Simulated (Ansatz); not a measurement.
An elastic constant from a strain scan in Ba

Theory: DFT PBEsol, scalar-relativistic, plane waves, PAW (Ansatz 0.2.0). Settings: plane waves to 420 eV, k-mesh 14×14×14 (Γ-centred), Gaussian smearing 0.15 eV. No spin polarisation. Energies are free energies at this smearing, counted from the undisturbed cell; pressure is positive in compression.

Zero of the scan (as given, not relaxed at this level; it stands at -0.6 GPa):

```xyz
1
Lattice="-2.5000 2.5000 2.5000 2.5000 -2.5000 2.5000 2.5000 2.5000 -2.5000" Properties=species:S:1:pos:R:3 pbc="T T T"
Ba    0.0000    0.0000    0.0000
```

The cell is strained by ε times the Voigt pattern (1, -1, 0, 0, 0, 0) (xx, yy, zz, yz, xz, xy; engineering shear) with fractional coordinates fixed. The cell holds 1 atom in V0 = 62.50 Å³. The stress column is τ = (1/V0) dE/dε, got from the stress tensor σ (compression positive) at each point as −det(1 + εP) σ : P(1 + εP)⁻¹, with P the pattern as a tensor.

| ε | ΔE (meV/atom) | τ (GPa) |
| --- | --- | --- |
| -0.0875 | 11.836 | -0.737 |
| -0.0750 | 8.567 | -0.607 |
| -0.0625 | 5.892 | -0.492 |
| -0.0500 | 3.749 | -0.388 |
| -0.0375 | 2.102 | -0.288 |
| -0.0250 | 0.932 | -0.191 |
| -0.0125 | 0.233 | -0.096 |
| 0.0000 | 0.000 | 0.000 |
| 0.0125 | 0.233 | 0.096 |
| 0.0250 | 0.932 | 0.191 |
| 0.0375 | 2.102 | 0.288 |
| 0.0500 | 3.749 | 0.388 |
| 0.0625 | 5.892 | 0.492 |
| 0.0750 | 8.567 | 0.607 |
| 0.0875 | 11.836 | 0.737 |
| 0.1000 | ? | ? |

Question: Which combination of elastic constants does this scan measure, and how large is it?

Answer: For small ε, τ = τ0 + Kε with K = pᵀCp, which for this pattern is 2(C11 − C12) in the cubic axes. The parabola through τ at ε = -0.0125, 0 and 0.0125 has slope K = 7.6 GPa at zero. The energies per cell, E = NΔE, of the same two points give K = 2[E(ε₊)/ε₊ − E(ε₋)/ε₋]/[(ε₊ − ε₋)V0] = 7.6 GPa, in agreement. The start is under stress, which shifts K from the elastic constant by about the size of that stress.

Question: Predict the withheld row at ε = 0.1000 from the harmonic law, and compare.

Answer: ΔE = V0(τ0 ε + Kε²/2)/N = 14.908 meV/atom and τ = 0.76 GPa. The calculation gives 15.788 meV/atom and 0.89 GPa: the energy lies 6 % above the harmonic value.

In a metal these slopes depend on the k mesh and the smearing.